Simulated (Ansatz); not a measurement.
**Structure relaxation, NbP**

The start is a generated trial cell of NbP in the AFLOW prototype AB_oP8_62_c_c (B29, as in SnS). Cell shape, volume and atoms are optimised at zero target pressure with PBEsol (plane waves to 420 eV, PAW, scalar-relativistic; Ansatz, a first-principles code). The first steps use a coarse 3×7×6 k-mesh.

Starting cell:
```yaml
crystal:
  lattice:
    - [9.62487, 0.00000, 0.00000]
    - [0.00000, 3.42811, 0.00000]
    - [0.00000, 0.00000, 3.72684]
  atoms:
    - { symbol: P, position: [0.61937, 0.25000, 0.38060] }
    - { symbol: P, position: [0.11937, 0.25000, 0.11940] }
    - { symbol: P, position: [0.38063, 0.75000, 0.61940] }
    - { symbol: P, position: [0.88063, 0.75000, 0.88060] }
    - { symbol: Nb, position: [0.35070, 0.25000, 0.02010] }
    - { symbol: Nb, position: [0.85070, 0.25000, 0.47990] }
    - { symbol: Nb, position: [0.64930, 0.75000, 0.97990] }
    - { symbol: Nb, position: [0.14930, 0.75000, 0.52010] }
```

```yaml
initial_pressure: "+20 GPa (positive: the cell is compressed)"
largest_initial_force: about 4.3 eV/Å, on Nb5, Nb6, Nb7, Nb8 (atoms numbered as listed)
outcome: The space group goes from Pnma (No. 62) to P4/nmm (No. 129); the end is AFLOW prototype AB_tP4_129_c_c (B11, as in TiCu), with 4 atoms in the primitive cell
energy_released: 0.66 eV/atom
optimiser_moves: 19
```

It ends as:

Space group P4/nmm, origin choice 1 (No. 129); a = b = 3.331 Å, c = 5.481 Å, α = β = γ = 90.00°

```tsv
atom	site	symmetry	x	y	z
P	2c	4mm	0.0000	0.5000	0.1621
Nb	2c	4mm	0.5000	0.0000	0.3273
```

Final values are on a 14×14×9 k-mesh of the relaxed cell. No spin polarisation in the result.

The run could not lose the symmetry of its start; a randomly shaken copy of 8 atoms returns to this structure.

The relaxed structure here is a generated cell of NbP: the first start was made by placing the elements on the sites of a structure type, and the end was not matched to a known phase here, so it may be hypothetical.
